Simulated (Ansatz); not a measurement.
CdInNO:
```cif
data_CdInNO
_chemical_formula_sum 'In1 Cd1 O1 N1'
_space_group_name_H-M_alt 'P3m1'
_space_group_IT_number 156
_space_group_name_Hall 'P 3 -2"'
_cell_length_a 3.56976
_cell_length_b 3.56976
_cell_length_c 5.76568
_cell_angle_alpha 90.000
_cell_angle_beta 90.000
_cell_angle_gamma 120.000
loop_
_atom_site_label
_atom_site_type_symbol
_atom_site_symmetry_multiplicity
_atom_site_Wyckoff_symbol
_atom_site_fract_x
_atom_site_fract_y
_atom_site_fract_z
_atom_site_occupancy
In1 In 1 b 0.33333 0.66667 0.50756 1
Cd1 Cd 1 c 0.66667 0.33333 0.99429 1
O1 O 1 b 0.33333 0.66667 0.13919 1
N1 N 1 c 0.66667 0.33333 0.60895 1
```

Relaxed with r²SCAN.

### Question
Tabulate the valence density and the electron localisation function along the shortest Cd–O contact (2.22 Å), r²SCAN (plane waves, PAW; program Ansatz).

### Answer


```csv
distance from Cd (Å),density (e/Å³),ELF
0.22,21.46,0.92
0.33,16.50,0.80
0.44,11.53,0.63
0.56,7.32,0.48
0.67,4.20,0.39
0.78,2.17,0.30
0.89,1.04,0.21
1.00,0.58,0.13
1.11,0.46,0.11
1.22,0.47,0.21
1.33,0.62,0.49
1.45,0.91,0.73
1.56,1.44,0.82
1.67,2.36,0.82
1.78,3.74,0.78
1.89,5.43,0.67
2.00,7.04,0.49
```

The density is the valence pseudo-density with augmentation charge, so density and ELF within about 1 Å of a nucleus are not all-electron values.

The start of the workflow was typed in or built on a structure type; neither database checked (COD, Materials Project) lists it. Whether it is the stable phase at ambient conditions was not checked. Symmetry was held in the r²SCAN relaxation; whether a distortion lowers the energy is not shown.

Potentials: the earlier of the program's two PAW sets.
